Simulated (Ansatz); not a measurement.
An Ansatz (an electronic-structure program) run. Input:

Ansatz 0.2 input:
```yaml
crystal:
  lattice:
    - [3.1828627033, 0.0, 0.0]
    - [-1.5914313516, 2.7564399578, 0.0]
    - [0.0, 0.0, 5.1854273383]
  atoms:
    - { symbol: Ga, position: [0.6666666667, 0.3333333333, 0.4991780427] }
    - { symbol: Ga, position: [0.3333333333, 0.6666666667, 0.9991780427] }
    - { symbol: N, position: [0.6666666667, 0.3333333333, 0.8758219573] }
    - { symbol: N, position: [0.3333333333, 0.6666666667, 0.3758219573] }
kpoints:
  mp_grid: { grid: [9, 9, 5] }
basis: { xc_grid: 2 }
hamiltonian:
  xc: pbesol
  pseudopotentials: { azcp: { folder: ./paw }, kind: paw }
scf:
  occupations: { method: fixed }
output:
  optics: { e_range: [0.0, 15.0], de: 0.05, sigma: 0.1, bands: { spectra_wanted_up_to: 12 eV } }
```

Output (shortened):

```
output.optics: the spectra are integrated over the Brillouin zone by k·p interpolation around the k-points, where levels, occupations, output.optics.sigma and …
Pseudopotential: Ga, paw, valence charge 13
Pseudopotential: N, paw, valence charge 5
Functional definition: PBEsol
Crystal: 4 atoms, lattice volume = 45.494 Å³
Basis set: ecut = 420 eV, 893 PW (Γ), exchange–correlation on 48×48×72 points (8 copies of the dense FFT grid, shifted against one another)
Bands: 22, of which v1, the nominal top of the filled ones, is band 18 counted from 1 (17 counted from 0)
Symmetry: 12 space group operations
Space group: P63mc (ITA 186), of the structure as read, at distance tolerance 3.6e-5 Å
k-points: 36 of 405 (time reversal used)
SCF iter   1: F=—  HF=-8246.860094 eV  |F-HF|=—  |Δ(HF+E_count)|=         —  Δρ=1.04e-1  dr2=4.20e0  ethr=3.10e-3  ⟨swp⟩=4.0  Hψ=2791  notcnv=0  defer=8
preconditioner: auto → Resta (q_TF=auto, 2.624 Å⁻¹)
SCF iter   2: F=—  HF=-8245.823375 eV  |F-HF|=—  |Δ(HF+E_count)|=    1.04e0  Δρ=4.56e-2  dr2=5.02e-1  ethr=3.10e-3  ⟨swp⟩=2.1  Hψ=1549  notcnv=0  defer=30
SCF iter   3: F=—  HF=-8245.722003 eV  |F-HF|=—  |Δ(HF+E_count)|=   1.01e-1  Δρ=1.66e-2  dr2=9.29e-2  ethr=1.39e-3  ⟨swp⟩=2.0  Hψ=875  notcnv=0  defer=68
SCF iter   4: F=—  HF=-8245.700862 eV  |F-HF|=—  |Δ(HF+E_count)|=   2.11e-2  Δρ=2.88e-3  dr2=4.71e-3  ethr=2.58e-4  ⟨swp⟩=3.0  Hψ=1499  notcnv=0  defer=70
SCF iter   5: F=—  HF=-8245.699703 eV  |F-HF|=—  |Δ(HF+E_count)|=   1.16e-3  Δρ=2.56e-3  dr2=1.68e-3  ethr=1.31e-5  ⟨swp⟩=2.1  Hψ=1508  notcnv=0  defer=70
SCF iter   6: F=—  HF=-8245.700259 eV  |F-HF|=—  |Δ(HF+E_count)|=   5.56e-4  Δρ=8.28e-4  dr2=2.20e-4  ethr=4.68e-6  ⟨swp⟩=3.0  Hψ=1470  notcnv=0  defer=70
SCF iter   7: F=—  HF=-8245.700346 eV  |F-HF|=—  |Δ(HF+E_count)|=   8.76e-5  Δρ=1.61e-4  dr2=1.09e-5  ethr=6.10e-7  ⟨swp⟩=2.0  Hψ=1373  notcnv=0  defer=26
SCF iter   8: F=—  HF=-8245.700343 eV  |F-HF|=—  |Δ(HF+E_count)|=   3.72e-6  Δρ=1.87e-5  dr2=1.30e-7  ethr=3.04e-8  ⟨swp⟩=2.0  Hψ=1417  notcnv=0
SCF iter  11: F=-8245.700344 eV  HF=-8245.700344 eV  |F-HF|=0.00e0  |Δ(HF+E_count)|=  1.46e-11  Δρ=5.46e-8  dr2=1.01e-12  ethr=1.00e-12  ⟨swp⟩=3.3  Hψ=2281  notcnv=0
SCF 1 converged in 11 iterations: F = -8245.700344 eV  dr2 = 1.01e-12
NSCF: frozen V_eff on 36 k-points
Optics k sum: 0 of 36 k-points
Optics k sum: 2 of 36 k-points
Optics k sum: 4 of 36 k-points
Optics k sum: 6 of 36 k-points
Optics k sum: 8 of 36 k-points
Optics k sum: 9 of 36 k-points
Optics k sum: 11 of 36 k-points
Optics k sum: 13 of 36 k-points
Optics k sum: 15 of 36 k-points
Optics k sum: 17 of 36 k-points
Optics k sum: 18 of 36 k-points
Optics k sum: 20 of 36 k-points
Optics k sum: 22 of 36 k-points
Optics k sum: 24 of 36 k-points
Optics k sum: 26 of 36 k-points
Optics k sum: 27 of 36 k-points
Optics k sum: 29 of 36 k-points
Optics k sum: 31 of 36 k-points
Optics k sum: 33 of 36 k-points
Optics k sum: 35 of 36 k-points
Optics k sum: 36 of 36 k-points
Optics k sum: 0 of 36 k-points
Optics k sum: 2 of 36 k-points
Optics k sum: 4 of 36 k-points
Optics k sum: 6 of 36 k-points
Optics k sum: 8 of 36 k-points
Optics k sum: 9 of 36 k-points
Optics k sum: 11 of 36 k-points
Optics k sum: 13 of 36 k-points
Optics k sum: 15 of 36 k-points
Optics k sum: 17 of 36 k-points
Optics k sum: 18 of 36 k-points
Optics k sum: 20 of 36 k-points
Optics k sum: 22 of 36 k-points
Optics k sum: 24 of 36 k-points
Optics k sum: 26 of 36 k-points
Optics k sum: 27 of 36 k-points
Optics k sum: 29 of 36 k-points
Optics k sum: 31 of 36 k-points
Optics k sum: 33 of 36 k-points
Optics k sum: 35 of 36 k-points
Optics k sum: 36 of 36 k-points
NSCF: frozen V_eff on 1 k-points
NSCF: frozen V_eff on 1 k-points
NSCF: frozen V_eff on 1 k-points
NSCF: frozen V_eff on 1 k-points
output.optics: what the bands over the 32 summed would add to eps1, eps2 and the energy-loss function is held between a lower and an upper bound (7 Lanczos …
SCF converged after 11 iterations
Free energy (F): -8245.700344 eV
Harris-Foulkes:  -8245.700344 eV  (|F-HF|=0.00e0)
Internal energy: -8245.700344 eV  (E = F + TS)
E sigma→0 (E₀):  -8245.700344 eV
Fermi energy:    9.608478 eV
--- Per-component energies (eV) ---
  E_band       = -13.551907
  E_kinetic    = 481.085934
  E_local      = -2826.278025  (includes V_loc(G=0)·N_el)
  E_nonlocal   = -107.498907
  E_hartree    = 1786.248767
  E_xc         = -242.666352
  E_vxc        = -261.374170  (∫ρ·V_xc dr)
  E_paw        = -4160.406825  (= ΣΔE_a)
  E_vpaw       = -871.985655  (= ΣTr[D̂ρ^β])
  E_aug_tail   = 0.001420  (compensation charges beyond the density's cutoff)
  E_ewald      = -3177.968513
  E_core_change = 1.782156  (= ΣΔE_core)
  E_smearing   =  0.000000  (= −TS)
  E_closure    =  0.000000  (closes the sum)
  Σ components = -8245.700344   (vs F -8245.700344, Δ=0.00e0)
  [band-id]    e_kinetic+e_local+e_nonlocal+2·e_hartree+e_vxc+e_vpaw+e_augmentation_tail = -13.551868   (vs E_band -13.551907, Δ=3.90e-5)
--- Band table (eV; the first three rows and the last of 36) ---
  k-point 0: bands = ["-6.4005", "-5.4655", "-3.8716", "-3.8561", "-3.8561", "-3.7946", "-3.7946", "-3.6004", "-3.6004", "-3.5005", "-3.5005", "-2.2332", "2.4589", "8.5611", "8.5611", "9.5650", "9.6085", "9.6085", "11.4855", "13.8087", "18.7186", "19.4309"]
  k-point 1: bands = ["-6.2831", "-5.5120", "-3.8540", "-3.8540", "-3.8383", "-3.8039", "-3.8039", "-3.5873", "-3.5873", "-3.5068", "-3.5068", "-2.6284", "3.1799", "8.4774", "8.6562", "8.6562", "9.5038", "9.5038", "12.3804", "13.8848", "18.4496", "19.3856"]
  k-point 2: bands = ["-5.9887", "-5.6835", "-3.8442", "-3.8442", "-3.8249", "-3.8249", "-3.6852", "-3.5572", "-3.5572", "-3.5266", "-3.5266", "-3.2796", "4.7933", "6.6738", "8.9108", "8.9108", "9.2346", "9.2346", "13.4868", "13.9486", "18.0043", "18.2365"]
  k-point 35: bands = ["-5.2956", "-5.2956", "-3.7634", "-3.7305", "-3.7305", "-3.6785", "-3.5780", "-3.5777", "-3.5578", "-3.5578", "-1.7765", "-1.7765", "3.4384", "3.4384", "4.9706", "5.7398", "7.9724", "7.9724", "16.1062", "16.1062", "16.2498", "17.2668"]
```

Cost: very roughly 90 core-seconds on shared cores.

Space group P6_3mc (wurtzite). Symmetry was held in the PBEsol relaxation. Scalar-relativistic: spin–orbit coupling is off unless named, which matters more the heavier the elements.

Potentials: the earlier of the program's two PAW sets. The files were generated under PBE; for other functionals the program regenerates the frozen cores, and for LDA and PBEsol the local potential too.

Ansatz is a plane-wave DFT program.
